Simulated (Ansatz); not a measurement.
ZnSnP2:
```
CELL_PARAMETERS angstrom
     -2.83456     2.83456     5.67259
      2.83456    -2.83456     5.67259
      2.83456     2.83456    -5.67259
ATOMIC_POSITIONS crystal
  Zn 0.75000 0.25000 0.50000
  Zn 0.00000 0.00000 0.00000
  Sn 0.25000 0.75000 0.50000
  Sn 0.50000 0.50000 0.00000
  P  0.37500 0.35736 0.48236
  P  0.64264 0.12500 0.01764
  P  0.87500 0.89264 0.51764
  P  0.10736 0.62500 0.98236
```

Relaxed with HSE06.

### Question
Give the Bader charges and basin volumes of the independent atoms, DFT-HSE06 in the program Ansatz with PAW potentials.

### Answer


```
atom  Bader charge (e)  Bader volume (Å³)
----  ----------------  -----------------
Zn1              +0.69               14.8
Sn3              +1.06               21.8
P5               -0.88               27.3
```

Space group I-42d (chalcopyrite). Symmetry was held in the HSE06 relaxation. Spin–orbit coupling is left out wherever it is not named.

Potentials: the later of the program's two PAW sets.
